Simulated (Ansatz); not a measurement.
Hf₂S in space group P6_3/mmc (No. 194; Hf on 4f, S on 2b) at seven volumes, plane-wave PAW LDA (Ansatz code), shape and atoms relaxed at each. One row is withheld.

```tsv
V (Å³/atom)	P (GPa)
16.732	16.66
17.284	10.29
17.835	4.77
18.387	0.00
18.939	-4.14
19.490	?
20.042	-10.76
```

**Question.** Fit the shown pressures and predict the withheld one.

**Answer.** P = (3/2)B₀(x^(7/2) − x^(5/2))[1 + (3/4)(B′ − 4)(x − 1)] with x = (V₀/V)^(2/3). Least squares on the six rows gives V₀ = 18.387 Å³/atom, B₀ = 147 GPa, B′ = 3.84. At V = 19.490, x = 0.9619 and P = -7.66 GPa. The run itself gave -7.69 GPa.

The first step of the workflow began from a Materials Project structure, measured or hypothetical; the Crystallography Open Database copy checked does not list it. Its standing as an ambient phase is unchecked. The LDA relaxation kept the symmetry of its start; of distortions, only those at the zone centre were tested. No spin polarisation was allowed. Spin–orbit coupling is left out wherever it is not named.

Potentials: the later of the program's two PAW sets.
